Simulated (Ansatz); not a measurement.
Consider the following.

CrB$_{2}$:
```
CrB2
1.0
   -1.41384     1.41384     2.95841
    1.41384    -1.41384     2.95841
    1.41384     1.41384    -2.95841
Cr B
1 2
Cartesian
  0.00000   0.00000   0.00000
  0.00000   0.00000   2.11181
  0.00000   0.00000   3.80502
```

This is the PBEsol-relaxed structure.

**Question.** All from DFT-PBEsol in the program Ansatz with PAW potentials, unless another level is named. Predict the bulk modulus (Birch–Murnaghan fit).

**Answer.** 264 GPa.

**Question.** Next, the highest zone-centre frequency?

**Answer.** 919 cm⁻¹.

Space group I4/mmm (MoSi2 or CaC2 type). The cell is a constructed one: a structure type filled with these elements; neither database checked (COD, Materials Project) lists it. COD files the formula under space group No. 191. Whether it is the stable phase at ambient conditions was not checked. The cell was relaxed with PBEsol under the symmetry of its start; whether a distortion lowers the energy is not shown. The workflow began spin-polarised and lost its moments. As this level gives no gap, phonon frequencies hold no LO–TO term and depend on the k-mesh and smearing (Fermi–Dirac, 0.1 eV here).

Potentials: the earlier of the program's two PAW sets. The files were generated under PBE; for other functionals the program regenerates the frozen cores, and for LDA and PBEsol the local potential too.
